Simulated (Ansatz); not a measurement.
GaAs in space group P6_422 (No. 181; Ga on 3c, As on 3d) at seven volumes, PBE in the plane-wave PAW code Ansatz, shape and atoms relaxed at each. One row is withheld.

```
V (Å³/atom)  P (GPa)
-----------  -------
19.549          7.62
20.193          4.64
20.838          2.13
21.482          0.02
22.127         -1.72
22.771         -3.20
23.416             ?
```

Task: Fit the shown pressures and predict the withheld one.

Result: P = (3/2)B₀(x^(7/2) − x^(5/2))[1 + (3/4)(B′ − 4)(x − 1)] with x = (V₀/V)^(2/3). Least squares on the six rows gives V₀ = 21.493 Å³/atom, B₀ = 63.8 GPa, B′ = 4.88. At V = 23.416, x = 0.9445 and P = -4.44 GPa. The run itself gave -4.44 GPa.

The start of the workflow was typed in or built on a structure type; neither database checked (COD, Materials Project) lists it. It is not the phase usual at ambient conditions (space group No. 216). The cell was relaxed with PBE under the symmetry of its start; whether a distortion lowers the energy is not shown.

Potentials: the later of the program's two PAW sets.
